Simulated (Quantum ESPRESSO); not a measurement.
Ti4HfTa2Ga, input and log of a self-consistent run

Simulated, not a measurement. The program is pw.x of Quantum ESPRESSO 7.5 (plane-wave density functional theory). The cell is made up: eight metal atoms on a face-centred cubic lattice, with elements, volume, strain and displacements drawn at random and not relaxed, so it may be unstable or far from any real phase. PseudoDojo standard norm-conserving files set the functional (PBE unless stated); there is no spin polarisation or spin-orbit coupling, the Fermi-Dirac width of 0.25 eV means electrons at about 2900 K, and the masses in the input are unused placeholders. Heavy elements are run without spin-orbit coupling, which real alloys of them have. A spin test at this wide smearing found no moment, but such smearing suppresses magnetism that the real alloy may have.

Input:

```
&control calculation='scf', pseudo_dir='./dojo.nc.sr.pbe.v0_5.standard.upf', outdir='./o', disk_io='minimal', tprnfor=.true., tstress=.true. /
&system ibrav=0, nat=8, ntyp=4, nbnd=68, ecutwfc=84.00895049, nosym=.true., tot_charge=0,
 occupations='smearing', smearing='fd', degauss=0.0183746611
/
&electrons conv_thr=1.470e-08, electron_maxstep=70, mixing_beta=0.5 /
ATOMIC_SPECIES
Ga 1.0 Ga.upf
Hf 1.0 Hf.upf
Ta 1.0 Ta.upf
Ti 1.0 Ti.upf
CELL_PARAMETERS angstrom
0.0 -2.0764 -2.0764
-4.1529 2.0764 -2.0764
6.2293 6.2293 -4.1529
ATOMIC_POSITIONS angstrom
Ti 0.0904 0.044 0.0319
Hf -0.2606 2.0393 -2.0861
Ta -0.008 4.2254 -4.2051
Ti 3.9883 4.1005 -4.2291
Ti -2.2471 0.0994 -1.9992
Ga -2.1186 2.0655 -4.13
Ta 2.0962 2.0884 -4.1219
Ti 1.8878 4.0752 -6.2993
K_POINTS automatic
8 5 3 1 1 1
```

The log is shortened where brackets say so; the opening notice, blank lines, dates and the lines on written files are dropped, and the path of the files is cut. It prints rydbergs, bohrs and kilobars, and counts compression as positive stress. Its total energy is the free energy E - TS of the whole cell.

```
     Program PWSCF v.7.5
     Parallel version (MPI & OpenMP), running on       4 processor cores
     Number of MPI processes:                 4
     Threads/MPI process:                     1
     [start-up lines left out]
     bravais-lattice index     =            0
     lattice parameter (alat)  =       5.5491  a.u.
     unit-cell volume          =     966.6384 (a.u.)^3
     number of atoms/cell      =            8
     number of atomic types    =            4
     number of electrons       =        99.00
     number of Kohn-Sham states=           68
     kinetic-energy cutoff     =      84.0090  Ry
     charge density cutoff     =     336.0358  Ry
     scf convergence threshold =      1.5E-08
     mixing beta               =       0.5000
     number of iterations used =            8  plain     mixing
     Exchange-correlation= PBE
                           (   1   4   3   4   0   0   0)
     [axes and pseudopotential details left out]
   Cartesian axes
     site n.     atom                  positions (alat units)
         1        Ti     tau(   1) = (   0.0307852   0.0149840   0.0108634  )
         2        Hf     tau(   2) = (  -0.0887459   0.6944726  -0.7104101  )
         3        Ta     tau(   3) = (  -0.0027244   1.4389371  -1.4320240  )
         4        Ti     tau(   4) = (   1.3581940   1.3964031  -1.4401971  )
         5        Ti     tau(   5) = (  -0.7652377   0.0338501  -0.6808167  )
         6        Ga     tau(   6) = (  -0.7214778   0.7033948  -1.4064491  )
         7        Ta     tau(   7) = (   0.7138496   0.7111933  -1.4036907  )
         8        Ti     tau(   8) = (   0.6428801   1.3877873  -2.1451925  )
     number of k points=    60  Fermi-Dirac smearing, width (Ry)=  0.0184
                       cart. coord. in units 2pi/alat
        k(    1) = (  -0.0092077   0.0173086  -0.1056970), wk =   0.0333333
        k(    2) = (  -0.1270549  -0.1005414   0.0121531), wk =   0.0333333
     [further k points left out]
     Dense  grid:   100633 G-vectors     FFT dimensions: (  36,  60, 108)
     Estimated max dynamical RAM per process >     378.75 MB
     Estimated total dynamical RAM >       1.41 GB
     Initial potential from superposition of free atoms
     starting charge      98.9873, renormalised to      99.0000
     Starting wfcs are   79 randomized atomic wfcs
     total cpu time spent up to now is       10.9 secs
     per-process dynamical memory:   303.0 Mb
     Self-consistent Calculation
     iteration #  1     ecut=    84.01 Ry     beta= 0.50
     Davidson diagonalization with overlap
     ethr =  1.00E-02,  avg # of iterations =  2.4
     total cpu time spent up to now is       35.2 secs
     total energy              =   -1000.37398002 Ry
     estimated scf accuracy    <       1.11875555 Ry
     iteration #  2     ecut=    84.01 Ry     beta= 0.50
     Davidson diagonalization with overlap
     ethr =  1.13E-03,  avg # of iterations =  8.7
     total cpu time spent up to now is       75.4 secs
     total energy              =    -997.98352197 Ry
     estimated scf accuracy    <      75.81470174 Ry
     iteration #  3     ecut=    84.01 Ry     beta= 0.50
     Davidson diagonalization with overlap
     ethr =  1.13E-03,  avg # of iterations = 10.9
     total cpu time spent up to now is      110.7 secs
     total energy              =   -1000.76686945 Ry
     estimated scf accuracy    <       5.49495861 Ry
     iteration #  4     ecut=    84.01 Ry     beta= 0.50
     Davidson diagonalization with overlap
     ethr =  1.13E-03,  avg # of iterations =  2.5
     total cpu time spent up to now is      131.6 secs
     total energy              =   -1000.96467981 Ry
     estimated scf accuracy    <       2.05642700 Ry
     iteration #  5     ecut=    84.01 Ry     beta= 0.50
     Davidson diagonalization with overlap
     ethr =  1.13E-03,  avg # of iterations =  1.6
     total cpu time spent up to now is      151.9 secs
     total energy              =   -1001.04420727 Ry
     estimated scf accuracy    <       0.22412263 Ry
     [iterations 6 to 14 left out]
     iteration # 15     ecut=    84.01 Ry     beta= 0.50
     Davidson diagonalization with overlap
     ethr =  7.33E-09,  avg # of iterations =  2.0
     total cpu time spent up to now is      387.3 secs
     total energy              =   -1001.07457136 Ry
     estimated scf accuracy    <       0.00000468 Ry
     iteration # 16     ecut=    84.01 Ry     beta= 0.50
     Davidson diagonalization with overlap
     ethr =  4.73E-09,  avg # of iterations =  1.3
     total cpu time spent up to now is      406.0 secs
     total energy              =   -1001.07457165 Ry
     estimated scf accuracy    <       0.00000544 Ry
     iteration # 17     ecut=    84.01 Ry     beta= 0.50
     Davidson diagonalization with overlap
     ethr =  4.73E-09,  avg # of iterations =  1.0
     total cpu time spent up to now is      423.9 secs
     total energy              =   -1001.07457185 Ry
     estimated scf accuracy    <       0.00000003 Ry
     iteration # 18     ecut=    84.01 Ry     beta= 0.50
     Davidson diagonalization with overlap
     ethr =  3.27E-11,  avg # of iterations =  6.4
     total cpu time spent up to now is      452.9 secs
     total energy              =   -1001.07457186 Ry
     estimated scf accuracy    <       0.00000008 Ry
     iteration # 19     ecut=    84.01 Ry     beta= 0.50
     Davidson diagonalization with overlap
     ethr =  3.27E-11,  avg # of iterations =  2.3
     total cpu time spent up to now is      473.7 secs
     End of self-consistent calculation
     [lines on levels left out]
!    total energy              =   -1001.07457186 Ry
     estimated scf accuracy    <       0.00000001 Ry
     smearing contrib. (-TS)   =      -0.15778230 Ry
     internal energy E=F+TS    =   -1000.91678956 Ry
     The total energy is F=E-TS. E is the sum of the following terms:
     one-electron contribution =    -270.76014951 Ry
     hartree contribution      =     182.03431316 Ry
     xc contribution           =    -199.55167242 Ry
     ewald contribution        =    -712.63928078 Ry
     convergence has been achieved in  19 iterations
     Forces acting on atoms (cartesian axes, Ry/au):
     atom    1 type  4   force =    -0.02248345    0.00323114   -0.00021612
     atom    2 type  2   force =     0.06245017    0.00647074    0.01310204
     atom    3 type  3   force =    -0.03186059   -0.04473145    0.04062723
     atom    4 type  4   force =     0.02102726    0.02010467   -0.01795550
     atom    5 type  4   force =    -0.00345398   -0.03357462    0.00852175
     atom    6 type  1   force =    -0.02573487    0.02424163   -0.02433198
     atom    7 type  3   force =    -0.02434219    0.00002387   -0.00649862
     atom    8 type  4   force =     0.02439765    0.02423401   -0.01324880
     Total force =     0.124545     Total SCF correction =     0.000339
     Computing stress (Cartesian axis) and pressure
          total   stress  (Ry/bohr**3)                   (kbar)     P=       38.53
   0.00021597   0.00001074   0.00005232           31.77        1.58        7.70
   0.00001074   0.00032064   0.00002867            1.58       47.17        4.22
   0.00005232   0.00002867   0.00024923            7.70        4.22       36.66
     init_run     :     10.06s CPU     10.42s WALL (       1 calls)
     electrons    :    453.81s CPU    462.91s WALL (       1 calls)
     forces       :      3.40s CPU      3.43s WALL (       1 calls)
     stress       :     12.11s CPU     12.41s WALL (       1 calls)
     [timing details left out]
     PWSCF        :   7m59.83s CPU   8m 9.72s WALL
     JOB DONE.
```

In other units: free energy -13620.313 eV for the cell, pressure 3.85 GPa, largest force component 1.606 eV/Å in size. The run took 492 s of wall time with four MPI processes on a shared machine (Intel Xeon, older, virtual cores), so the time is rough. A rerun of this cell at a higher cutoff and on a denser mesh moved values by no more than 0.003 eV in energy, 0.02 GPa in stress and 0.004 eV/Å in force, and a second program with other atomic files agreed on that cell to 2 % rms in force and 0.5 GPa in pressure.